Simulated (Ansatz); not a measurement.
BAs:
```xyz
4
Lattice="3.3646 0.0000 0.0000 -1.6823 2.9139 0.0000 0.0000 0.0000 5.5736" Properties=species:S:1:pos:R:3 pbc="T T T"
B      0.0000     1.9426     2.0878
B      1.6823     0.9713     4.8746
As     0.0000     1.9426     0.0024
As     1.6823     0.9713     2.7892
```

Tensor components refer to the Cartesian frame of this cell.

### Question
Give the high-frequency dielectric tensor and the Born effective charge tensors of the independent atoms from DFPT, the program Ansatz at the r²SCAN level (PAW).

### Answer

ε∞:
```
8.92  0.00  0.00
0.00  8.92  0.00
0.00  0.00  9.70
```
Z* of atom 1 (B), rows: field, columns: displacement, in e:
```
-0.40   0.00   0.00
 0.00  -0.40   0.00
 0.00   0.00  -0.38
```
Z* of atom 3 (As), rows: field, columns: displacement, in e:
```
0.40  0.00  0.00
0.00  0.40  0.00
0.00  0.00  0.38
```

Static charges for comparison (Bader): B1 +0.21, As3 -0.21 e. Born charges measure polarisation by displacement and can exceed these by far.

Space group P6_3mc (wurtzite). The first step of the workflow began from a Materials Project structure, measured or hypothetical; the Crystallography Open Database copy checked does not list it. It is not the phase usual at ambient conditions (space group No. 216). The r²SCAN relaxation kept the symmetry of its start; whether a distortion lowers the energy is not shown. Scalar-relativistic: spin–orbit coupling is off unless named, which matters more the heavier the elements.

Potentials: the earlier of the program's two PAW sets. The files were generated under PBE; for other functionals the program regenerates the frozen cores, and for LDA and PBEsol the local potential too.
